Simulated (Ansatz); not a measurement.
CoW:
Space group Fm-3m (No. 225); a = b = c = 4.820 Å, α = β = γ = 90.00°

```json
[
 {"atom": "Co", "site": "4a", "symmetry": "m-3m", "x": "0.0000", "y": "0.0000", "z": "0.0000"},
 {"atom": "W", "site": "4b", "symmetry": "m-3m", "x": "0.5000", "y": "0.5000", "z": "0.5000"}
]
```
(The calculation used a cell of 2 atoms; values per cell refer to that cell.)

Relaxed with PBEsol.

### Question
Decompose the optical modes at the zone centre into irreducible representations, and say which are infrared and Raman allowed.

### Answer
Point group m-3m: Γ_opt = T1u. Infrared: T1u. Raman: none.

### Question
Assign frequencies (DFPT, the program Ansatz at the PBEsol level (PAW)).

### Answer
T1u 168 cm⁻¹.

The start of the workflow was typed in or built on a structure type; neither database checked (COD, Materials Project) lists it. Whether it is the stable phase at ambient conditions was not checked. The cell was relaxed with PBEsol under the symmetry of its start. At this level the phase is mechanically unstable. The workflow began spin-polarised and lost its moments. Its formation energy is positive at this level, so the cell may be metastable or incomplete. As this level gives no gap, phonon frequencies hold no LO–TO term and depend on the k-mesh and smearing (Fermi–Dirac, 0.1 eV here). Spin–orbit coupling is left out wherever it is not named.

Potentials: the earlier of the program's two PAW sets. The files were generated under PBE; for other functionals the program regenerates the frozen cores, and for LDA and PBEsol the local potential too.
